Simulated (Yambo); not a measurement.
# How GW settings move the gap: KSc₂F₇

G0W0@PBEsol for KSc$_{2}$F$_{7}$ (space group Cmmm, No. 65) in Yambo. Reference settings: 2×2×4 Γ-centred k mesh, bands 3 to 166 and a 6 Ry block in the screening, 166 bands in G with the Bruneval-Gonze terminator, plasmon pole fitted at 27.2 eV. The PBEsol gap Γ → (-0.5, -0.5, 0) on this mesh is 5.87 eV; G0W0 gaps are taken between the same points.

```tsv
change from the reference	G0W0 gap Γ → (-0.5, -0.5, 0) (eV)	shift of the valence edge (eV)
reference settings	10.71	-2.01
115 bands in W, 115 bands in G	10.79	-1.98
77 bands in G	10.72	-1.99
1 Ry block	13.77	-3.73
77 bands in G, no terminator	11.00	-1.50
```

The reference isn't shown to be the converged limit.

Geometry of the Materials Project entry, not relaxed at this level; primitive cell a = b = 6.224 Å, c = 4.048 Å, α = β = 90.00°, γ = 116.57°.

The structure is a Materials Project entry; no match was found in the copy of COD used, and its stability was not checked.

A shift is the quasiparticle energy of the state minus its PBEsol energy.
